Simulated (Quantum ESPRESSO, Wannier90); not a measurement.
# SnS (Pnma), plane waves to Wannier functions

```
begin unit_cell_cart
ang
   11.3920200000    0.0000000000    0.0000000000
    0.0000000000    3.9568600000    0.0000000000
    0.0000000000    0.0000000000    4.5328100000
end unit_cell_cart
begin atoms_frac
Sn  -0.3783700000  0.2500000000  0.3695400000
Sn   0.3783700000 -0.2500000000 -0.3695400000
Sn  -0.1216300000 -0.2500000000 -0.1304600000
Sn   0.1216300000  0.2500000000  0.1304600000
S    0.3475000000  0.2500000000  0.0106000000
S   -0.3475000000 -0.2500000000 -0.0106000000
S    0.1525000000 -0.2500000000 -0.4894000000
S   -0.1525000000  0.2500000000  0.4894000000
end atoms_frac
```

Cell from Materials Project (mp-2231), symmetrised, no further relaxation. COD (Crystallography Open Database) has the formula in 3 space groups, this one among them (matched by group alone). Level: PBEsol, no spin polarisation, no spin-orbit coupling; pw.x of Quantum ESPRESSO at 58 Ry with PseudoDojo potentials, 4×6×4 k-points, Wannier90. Density: 4×8×8 mesh, cold smearing 0.01 Ry. The cell is built of weakly bound layers, chains or molecules, whose nearest atoms lie 3.52 Å apart. Database cells relaxed without dispersion often hold them too far apart, which can enlarge gaps and weakens couplings between them; spacing and stacking were not compared with the measured crystal. Spin-orbit coupling is left out although heavy elements are present.

A tight-binding model is made by disentanglement and projection with no localisation steps (num_iter = 0), so the 32 orbitals stay atom-like: hydrogen-like Sn: s;p; S: s;p, axes along x, y, z; frozen window up to 2.39 eV relative to the valence-band maximum. It follows pw.x to 3.9 meV rms for states up to 1.9 eV relative to the valence-band maximum. Matrix elements depend on this choice of orbitals and windows.

The 20 largest hoppings ⟨m,0|H|n,R⟩ between different sites (one of each Hermitian pair; signs follow the real orbitals' lobes; the list may end inside a set of equal values):

```csv
m,n,R,distance of the centres (Å),t (eV)
S5 px,Sn4 px,0 0 0,2.84,2.208
S6 px,Sn3 px,0 0 0,2.84,2.208
S7 px,Sn2 px,0 0 0,2.84,2.208
S8 px,Sn1 px,0 0 0,2.84,2.208
S5 px,Sn4 s,0 0 0,2.70,1.754
S6 px,Sn3 s,0 0 0,2.70,-1.754
S7 px,Sn2 s,0 0 0,2.70,-1.754
S8 px,Sn1 s,0 0 0,2.70,1.754
S5 s,Sn4 px,0 0 0,2.75,-1.644
S6 s,Sn3 px,0 0 0,2.75,1.644
S7 s,Sn2 px,0 0 0,2.75,1.644
S8 s,Sn1 px,0 0 0,2.75,-1.644
S5 py,Sn2 pz,0 0 0,2.74,1.464
S6 py,Sn1 pz,0 0 0,2.74,1.464
Sn4 pz,S7 py,0 0 1,2.74,-1.464
S8 py,Sn3 pz,0 0 1,2.74,-1.464
Sn1 pz,S6 py,0 1 0,2.74,-1.464
S5 py,Sn2 pz,0 1 0,2.74,-1.464
Sn4 pz,S7 py,0 1 1,2.74,1.464
S8 py,Sn3 pz,0 1 1,2.74,1.464
```
